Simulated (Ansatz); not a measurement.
Competing collinear orders in Cr (Im-3m)

Geometry: a structure from the Materials Project, repeated to hold the magnetic orders; nothing is relaxed.

The runs share PBE, 10×10×10 k mesh, Fermi–Dirac smearing of 0.05 eV. PAW means Ansatz 0.2.0 on its default frozen-core files; LAPW is all-electron LAPW in Ansatz 0.2.0. Site moments are integrated in spheres about the atoms, whose radii differ between the methods.

Input of the first run:

```yaml
crystal:
  lattice:
    - [2.9688993551, 2.9688993551, 0.0]
    - [2.9688993551, 0.0, 2.9688993551]
    - [2.9688993551, 0.0, -2.9688993551]
  atoms:
    - { symbol: Cr, position: [0.0, 0.0, 0.0], spin: 3.0 }
    - { symbol: Cr, position: [0.0, 0.5, 0.5], spin: 3.0 }
    - { symbol: Cr, position: [0.5, 0.25, 0.75], spin: 3.0 }
    - { symbol: Cr, position: [0.5, 0.75, 0.25], spin: 3.0 }
magnetization:
  spin_polarized: true
kpoints:
  mp_grid: { grid: [10, 10, 10] }
scf:
  occupations: { method: fermi_dirac, width: 0.05 }
  lower_state_search: "off"
hamiltonian:
  xc: pbe
  pseudopotentials: { kind: paw }
output:
  forces: true
  stress: true
  eigenvalues: true
  populations: true
```

Command: `ansatz run input.yaml --threads 2 --pin off --max-ram 6144MiB --backend cpu --events-out ev --progress --plain --runs-dir out`

The input for «start Cr1↑ Cr2↑ Cr3↑ Cr4↓» by LAPW differs from it in these lines, output keys apart:

```diff
-    - { symbol: Cr, position: [0.5, 0.75, 0.25], spin: 3.0 }
+    - { symbol: Cr, position: [0.5, 0.75, 0.25], spin: -3.0 }
-  pseudopotentials: { kind: paw }
+  pseudopotentials: { kind: all_electron, lapw: { basis_error: 0.001 } }
```

Energies count from the run that starts all moments parallel. Patterns list the atoms that start with 0.5 μB or more.

```csv
start,ΔF PAW (meV/atom),ΔF LAPW (meV/atom),"largest moment, PAW (μB)","M, PAW (μB/cell)","order at the end, PAW","P, PAW (GPa)"
"Cr1↑, Cr2↑, Cr3↑, Cr4↑",0.0,0.0,0.00,0.00,moments lost,-24.6
"Cr1↑, Cr2↓, Cr3↑, Cr4↓",0.0,0.0,0.00,0.00,moments lost,-24.6
"Cr1↑, Cr2↑, Cr3↑, Cr4↓",-79.3,-80.7,1.70,0.00,changed,-13.4
"Cr1↑, Cr2↑, Cr3↓, Cr4↓",-79.3,–,1.70,0.00,kept,-13.4
no spin polarisation,0.0,–,0.00,0.00,–,-24.6
```

The lowest of these ends as follows. Site moments (μB): Cr1 1.70, Cr2 1.70, Cr3 -1.70, Cr4 -1.70. Cell moment 0.00 μB. Orders of other supercells weren't tried and can lie lower.

The start Cr1↑, Cr2↑, Cr3↑, Cr4↓ ends so. Site moments (μB): Cr1 1.70, Cr2 1.70, Cr3 -1.70, Cr4 -1.70. Cell moment 0.00 μB.

This cell lies far from its zero-pressure volume, so the numbers describe the cell as given rather than the relaxed compound. The Ansatz runs typed with the search for lower states off end where their start leads. The magnetic state is the one that this cell and start allow. It needn't be the compound's measured order, which may need a larger cell or be absent.
